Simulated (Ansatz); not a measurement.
## What DFT gives for ClOF

```
CELL_PARAMETERS angstrom
3.53100 0.00000 0.00000
0.00000 3.53100 0.00000
0.00000 0.00000 5.95467
ATOMIC_POSITIONS crystal
O 0.25000 0.25000 0.20150
O 0.75000 0.75000 0.79850
F 0.75000 0.25000 0.00000
F 0.25000 0.75000 0.00000
Cl 0.25000 0.25000 0.64290
Cl 0.75000 0.75000 0.35710
```

Single point in Ansatz 0.2.0 with PBE, no spin polarisation. Cutoff 420 eV, PAW datasets, 10×10×6 Γ-centred k mesh, fermi-dirac filling (width 0.1 eV).

Q: Is it stable against the elements?

A: 1.45 eV an atom against the elements' usual phases (free molecules for gases, crystals otherwise, with no correction for O₂ or N₂), so at this geometry it isn't bound against them. Relaxing would lower it.

Q: Is the cell too large or too small?

A: The pressure is 2.9 GPa (compression positive), so with the atoms held at these fractions the cell would first expand. The principal stresses 2.3, 2.3, 4.2 GPa differ, so its shape would change too.

Q: Is there a gap?

A: It is a metal, with about 9.8 states/eV a cell as the mean within 0.25 eV of the Fermi level, mostly O p (50 %), Cl p (26 %) and F p (23 %).

Q: What do density and ELF say about some of the short contacts?

A: O–F at 2.13 Å: least valence density 0.30 e/Å³ and ELF 0.11 there. F–F at 2.50 Å: least valence density 0.11 e/Å³ and ELF 0.02 there. Cl–O at 2.63 Å: least valence density 0.19 e/Å³ and ELF 0.12 there. These are pseudo-fields; inside the PAW spheres they differ from the all-electron ones.

Origin: a known structure type with other elements, at an estimated volume, so it need not be a known compound. Caveats: many states at the Fermi level without spin polarisation, so a magnetic state may lie lower.
